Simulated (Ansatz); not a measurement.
An elastic tensor (GPa, Voigt order, standard axes) from r²SCAN (plane waves, PAW; program Ansatz):

```
 696  55.6   131   0.0   0.0   0.0
55.6   814  30.0   0.0   0.0   0.0
 131  30.0   309   0.0   0.0   0.0
 0.0   0.0   0.0  46.9   0.0   0.0
 0.0   0.0   0.0   0.0  45.1   0.0
 0.0   0.0   0.0   0.0   0.0  83.2
```

### Question
Pick the material that matches.
(A) SiO2, Pbcn (Si on 4c, O on 8d)
(B) SiGe, Pmma (Si on 2e, Ge on 2f)
(C) Ta2O5, Pmmm (Pearson symbol oP7)

### Answer
C, Ta2O5, Pmmm (Pearson symbol oP7)

The first step of the workflow began from a Materials Project structure, measured or hypothetical; the Crystallography Open Database copy checked does not list it. COD files the formula under space group No. 49. Its standing as an ambient phase is unchecked. The r²SCAN relaxation kept the symmetry of its start. At this level the phase is dynamically unstable (imaginary phonons). The run is not spin-polarised. Scalar-relativistic: spin–orbit coupling is off unless named, which matters more the heavier the elements.

Potentials: the later of the program's two PAW sets.
